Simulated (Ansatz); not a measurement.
## Squeezing CdTe

```
CELL_PARAMETERS angstrom
0.00000 3.20500 3.20500
3.20500 0.00000 3.20500
3.20500 3.20500 0.00000
ATOMIC_POSITIONS crystal
Cd 0.00000 0.00000 0.00000
Te 0.25000 0.25000 0.25000
```

The base volume is that of a database entry, so it needn't be at zero pressure; the structure needn't be the stable phase, at rest or compressed.

Its volume is scaled at fixed shape and fractional positions.

Level of theory: DFT with PBE, scalar-relativistic, in Ansatz 0.2.0; a Γ-centred 10×10×10 k mesh, Fermi–Dirac smearing of 0.05 eV, no spin polarisation. LAPW: all electrons, basis error target 1 meV/atom; PAW: frozen-core files, cutoff 420 eV; crystal datasets: all electrons, by PAW datasets that the program makes for each cell.

Energies are extrapolated to zero smearing and count from the unscaled cell; pressure is positive in compression; gaps take the mesh and a band path. No temperature or zero-point motion is included.

Spin–orbit coupling is left out, which matters for the heavy atoms.

```
V/V0  V (Å³/atom)  P LAPW (GPa)  ΔE LAPW (eV/atom)  P PAW − LAPW (GPa)  ΔE PAW − LAPW (meV/atom)  gap (eV)
1.00        32.92          4.25              0.000               -0.02                       0.0      0.87
0.75        24.69          33.7              0.801               -0.04                      -1.2         ?
0.70        23.05          46.8              1.210               -0.03                      -1.6      1.46
0.65        21.40          65.0              1.780               -0.02                      -1.8      1.18
```

(1) What belongs in the row "0.75", column "gap (eV)"?

(2) At the smallest volume, how far do crystal datasets lie from LAPW in pressure?

(3) How do the Löwdin populations by LAPW change from the unscaled cell to the last row?

Results:

(1) 1.71.

(2) crystal datasets: 0.00 GPa, on a LAPW pressure of 65.0 GPa.

(3) Cd 5s 0.86 → 0.78, Cd 4d 9.98 → 9.95, Te 5s 1.89 → 1.81, Te 5p 5.06 → 5.20 electrons an atom. These are projections on the shells that the free atoms fill; 0.22 e a cell lies outside them at the start and 0.30 e at the end.
